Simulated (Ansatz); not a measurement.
NaCl (rock salt)

```xyz
2
Lattice="0.0000 2.8478 2.8478 2.8478 0.0000 2.8478 2.8478 2.8478 0.0000" Properties=species:S:1:pos:R:3 pbc="T T T"
Cl     0.0000     0.0000     0.0000
Na     2.8478     2.8478     2.8478
```

In this cell atom 2 (Na, nearest neighbour Cl at 2.848 Å; its periodic images, 4.0 Å or more away, move with it) is moved by s along Cartesian [110], unit vector (0.707, 0.707, 0.000); all other atoms and the cell stay fixed.

All values below come from PBE (plane waves to 420 eV, PAW, scalar-relativistic; Ansatz, a quantum-chemistry and plane-wave program). k mesh 8×8×8 (Γ-centred), Fermi-Dirac smearing 0.05 eV. E stands for the smeared free energy. NaCl was relaxed with its symmetry unable to fall. The zero of ΔE is the undisplaced structure.

```csv
s (Å),ΔE (meV/cell)
-0.850,567
-0.680,withheld
-0.510,174
-0.340,72
-0.170,17
0.000,0
0.170,17
0.340,72
0.510,174
0.680,withheld
0.850,567
```

Fit an even polynomial form (powers 2, 4) to the given rows and predict ΔE at s = -0.680.

Least squares on the 9 given rows: ΔE = (600.4)·s² + (255.3)·s⁴, in meV/cell with s in Å; root-mean-square residual 0.5 meV/cell. At -0.680 the fit gives 332 meV/cell; the calculation gives 336 meV/cell, so the interpolation is off by -4 (-1.2 %). The quadratic term alone would give 278 meV/cell.

(For displaced atoms, the force is minus the slope of the energy, and its curvature is a force constant, which sets phonon frequencies.)
